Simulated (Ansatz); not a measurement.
The calculation used DFT PBE, scalar-relativistic, plane waves, PAW in Ansatz. Settings of the last relaxation (6-atom cell): 420 eV, 10×10×6 k points, Gaussian smearing of 0.10 eV, no spin polarisation.

Formation energies are uncorrected and refer to the elements' standard structures at the same level. The references include black phosphorus.

Q: Give a relaxed trial structure of a tetragonal metal with formula Sc2GaP3, with a formation energy near −0.70 eV/atom and about 18 Å³ per atom, in a cell of 6 atoms. Its symmetry should be P4/mmm (No. 123).

A: Sc2GaP3, space group P4/mmm (No. 123). Sc is surrounded by 4 P at 2.68 Å, 1 Ga at 2.80 Å, 4 P at 2.92 Å, 1 Sc at 3.06 Å and 4 Sc at 3.52 Å; Ga is surrounded by 2 Sc at 2.80 Å, 8 P at 3.07 Å and 4 Ga at 3.52 Å; around P on a site of symmetry 4mm lie 1 P at 2.53 Å, 4 Sc at 2.68 Å and 4 Ga at 3.07 Å; P on a site of symmetry 4/mmm has 2 P at 2.53 Å and 8 Sc at 2.92 Å.

```yaml
crystal:
  lattice:
    - [3.51544, 0.00000, 0.00000]
    - [0.00000, 3.51544, 0.00000]
    - [0.00000, 0.00000, 8.65374]
  atoms:
    - { symbol: Sc, position: [0.00000, 0.00000, 0.32311] }
    - { symbol: Sc, position: [0.00000, 0.00000, 0.67689] }
    - { symbol: Ga, position: [0.00000, 0.00000, 0.00000] }
    - { symbol: P, position: [0.50000, 0.50000, 0.20799] }
    - { symbol: P, position: [0.50000, 0.50000, 0.50000] }
    - { symbol: P, position: [0.50000, 0.50000, 0.79201] }
```

The volume per atom is 17.82 Å³, the density is 3.92 g/cm³ and the energy over the elements is −0.70 eV/atom. The gap on the 10×10×6 mesh of the 6-atom cell is 0 eV (a metal).

It was reached by relaxing an invented guess, and it needn't be the stable form of this composition. The answer needn't be unique; the calculation gave this one.

The reference form of P is held partly by dispersion forces, which this level lacks. A structure relaxed within its symmetry needn't be a true minimum. Another cell of Sc2GaP3 relaxed alike, in P-4m2, lies 96 meV/atom lower, so this cell isn't the stable form at this level.
